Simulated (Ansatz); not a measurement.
Cs2YAgCl6 in space group Fm-3m (No. 225; Cs on 8c, Y on 4b, Ag on 4a, Cl on 24e), PBEsol (plane waves, PAW; program Ansatz), all energies at zero smearing, with the estimated change up to a 700 eV cutoff added, with one set of potentials and settings (totals compare only within such a set). Cell of 10 atoms (2 Cs, 1 Y, 1 Ag, 6 Cl): -28872.346 eV.

```tsv
element	reference phase	E (eV/atom)
Cs	P6_3/mmc, 2 atoms in the cell	-5585.7977
Y	P6_3/mmc, 2 atoms in the cell	-3795.0735
Ag	P6_3/mmc, 4 atoms in the cell	-7522.2452
Cl	Cmce, 4 atoms in the cell	-1060.8120
```

Formation energy per atom, worked out: (-28872.346 − 2×(-5585.7977) − 1×(-3795.0735) − 1×(-7522.2452) − 6×(-1060.8120))/10 = -1.856 eV/atom (-179 kJ per mol of atoms), at 0 K, without zero-point energy or fitted corrections.

The workflow started from a Materials Project entry (that database holds measured and hypothetical structures alike); the Crystallography Open Database copy checked does not list it. Its standing as an ambient phase is unchecked. The PBEsol relaxation kept the symmetry of its start; its stability against distortions is not shown here. The run is not spin-polarised. The references are the lowest solids computed at this level, not always the standard phases (solids in place of the gases). Scalar-relativistic: spin–orbit coupling is off unless named, which matters more the heavier the elements.

Potentials: the later of the program's two PAW sets.
